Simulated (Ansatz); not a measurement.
In:
```cif
data_In2
_chemical_formula_sum 'In2'
_space_group_name_H-M_alt 'I4/mmm'
_space_group_IT_number 139
_space_group_name_Hall '-I 4 2'
_cell_length_a 3.22085
_cell_length_b 3.22085
_cell_length_c 5.05181
_cell_angle_alpha 90.000
_cell_angle_beta 90.000
_cell_angle_gamma 90.000
loop_
_atom_site_label
_atom_site_type_symbol
_atom_site_symmetry_multiplicity
_atom_site_Wyckoff_symbol
_atom_site_fract_x
_atom_site_fract_y
_atom_site_fract_z
_atom_site_occupancy
In1 In 2 a 0.00000 0.00000 0.00000 1
```
(The calculation used a cell of 1 atom; values per cell refer to that cell.)

Relaxed with r²SCAN.

Question: Which orbitals make up the states near the Fermi level in r²SCAN (plane waves, PAW; program Ansatz)?

Answer: Within 0.5 eV of the Fermi level: In 5p 67 %, In 5s 30 %. Projections are on Löwdin-orthogonalised atomic valence shells; empty p or d shells of many metals are not among them.

Question: Tabulate the density of states.

Answer: States/eV per cell of 1 atom, in 0.25 eV bins, energy from the Fermi level.

```
E (eV)  total  In 5p  In 5s  In 4d
------  -----  -----  -----  -----
-7.85    0.21   0.11   0.09   0.00
-7.60    0.22   0.12   0.10   0.00
-7.35    0.23   0.13   0.10   0.00
-7.10    0.24   0.13   0.11   0.00
-6.85    0.25   0.14   0.11   0.00
-6.60    0.26   0.15   0.11   0.00
-6.35    0.27   0.15   0.12   0.00
-6.10    0.28   0.16   0.12   0.00
-5.85    0.29   0.16   0.13   0.00
-5.60    0.30   0.16   0.14   0.00
-5.35    0.32   0.16   0.15   0.00
-5.10    0.33   0.17   0.16   0.00
-4.85    0.34   0.17   0.17   0.00
-4.60    0.38   0.17   0.20   0.00
-4.35    0.39   0.16   0.22   0.00
-4.10    0.37   0.15   0.21   0.00
-3.85    0.35   0.14   0.20   0.00
-3.60    0.33   0.13   0.19   0.00
-3.35    0.35   0.15   0.19   0.00
-3.10    0.36   0.17   0.18   0.00
-2.85    0.36   0.18   0.17   0.00
-2.60    0.35   0.20   0.15   0.00
-2.35    0.35   0.22   0.13   0.00
-2.10    0.36   0.24   0.12   0.00
-1.85    0.37   0.25   0.11   0.00
-1.60    0.36   0.26   0.10   0.00
-1.35    0.39   0.29   0.09   0.00
-1.10    0.47   0.33   0.13   0.00
-0.85    0.50   0.36   0.14   0.00
-0.60    0.48   0.33   0.14   0.00
-0.35    0.45   0.31   0.13   0.00
-0.10    0.40   0.27   0.13   0.00
0.15     0.39   0.26   0.12   0.00
0.40     0.43   0.29   0.13   0.00
0.65     0.48   0.33   0.13   0.00
0.90     0.48   0.33   0.13   0.00
1.15     0.48   0.33   0.13   0.00
1.40     0.47   0.33   0.12   0.00
1.65     0.48   0.34   0.12   0.00
1.90     0.48   0.35   0.11   0.00
2.15     0.50   0.36   0.11   0.00
2.40     0.51   0.38   0.11   0.00
2.65     0.53   0.40   0.10   0.00
2.90     0.54   0.41   0.10   0.00
3.15     0.56   0.43   0.09   0.00
3.40     0.57   0.44   0.09   0.00
3.65     0.58   0.45   0.08   0.00
3.90     0.62   0.49   0.08   0.00
4.15     0.65   0.53   0.07   0.00
4.40     0.64   0.51   0.07   0.00
4.65     0.62   0.50   0.07   0.00
```

The cell was relaxed with r²SCAN under the symmetry of its start. Spin–orbit coupling is left out wherever it is not named.

Potentials: the later of the program's two PAW sets.
